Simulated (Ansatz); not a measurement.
# Al3GaN4: the gap under pressure

Al3GaN4, Pm, a = 5.038 Å, b = 3.125 Å, c = 5.410 Å, β = 90.0°. The structure is a Materials Project entry; whether it is the stable form wasn't checked. Ansatz: r2SCAN, PAW, 500 eV, Γ-centred 6×8×4 mesh on 8 atoms, Gaussian smearing 0.02 eV; no spin polarisation. Cell and atoms are relaxed at each pressure, and no other structure is tried, so the rows at high pressure may lie past a change of phase. The gap is sought over the whole zone. The pressures are the targets, met within 0.02 GPa.

| P (GPa) | gap y (eV) |
| --- | --- |
| -2.0 | ? |
| 0.0 | 4.146 |
| 2.0 | 4.226 |
| 5.0 | 4.340 |
| 10.0 | 4.517 |
| 20.0 | 4.838 |

Fit y = E0 + αP + βP² to the other rows and predict the missing gap.

Least squares on the rows shown. y = 4.1469 + 0.039684 P − 0.00025701 P². So α = 39.7 meV/GPa at zero pressure. At P = -2.0 the fit asked for gives 4.067 eV. The run gave 4.064 eV, so the fit is 0.003 eV too high, a small miss on the scale of the series.

Semilocal functionals give gaps under the measured ones; changes of the gap mostly carry over better.